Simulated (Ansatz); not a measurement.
Recipe of this trial structure of Si4Sn: random cell by space group and Wyckoff sites (Fd-3m, No. 227). Its size is a rough estimate.

Space group Fd-3m:1 (No. 227). a = 9.383 Å, b = 9.383 Å, c = 9.383 Å, α = 90.00°, β = 90.00°, γ = 90.00°
| atom | site | symmetry | x | y | z |
| --- | --- | --- | --- | --- | --- |
| Si | 32e | .3m | 0.4060 | 0.9060 | 0.4060 |
| Sn | 8b | -43m | 0.0000 | 0.0000 | 0.5000 |

The calculation used DFT PBE, scalar-relativistic, plane waves, PAW (Ansatz 0.2.0). Cutoff 420 eV, Gaussian smearing, Γ-centred meshes. Cell and atoms relax first on a coarse mesh and then on a finer one. In between, the cell is made exact in the group found at 0.06 Å. In metals the finer mesh still leaves noise of several meV/atom or more. The steps can't lower the symmetry of their start. No spin polarisation.

A guess keeps its type if space group and coordination stay and the shape of the cell changes little (axis ratios within about 15 %, angles within 6°); the volume may change.

Q: Does this structure survive the relaxation?

A: It keeps its type. The symmetry stays Fd-3m (No. 227). The volume per atom grows by 2.8 %, from 20.7 to 21.2 Å³. The shortest distance goes from 2.49 Å (Si–Si) to 2.42 Å (Si–Si). Counting neighbours within 15 % of an atom's shortest distance, the start has Si 4, Sn 4 and the end Si 4, Sn 4.

The last run used an 8×8×8 mesh for its 10-atom cell and Gaussian smearing of 0.10 eV. A structure relaxed within its symmetry needn't be a true minimum. Another cell of Si4Sn relaxed alike, in R-3m, lies 0.48 eV/atom lower, so this cell isn't the stable form at this level.
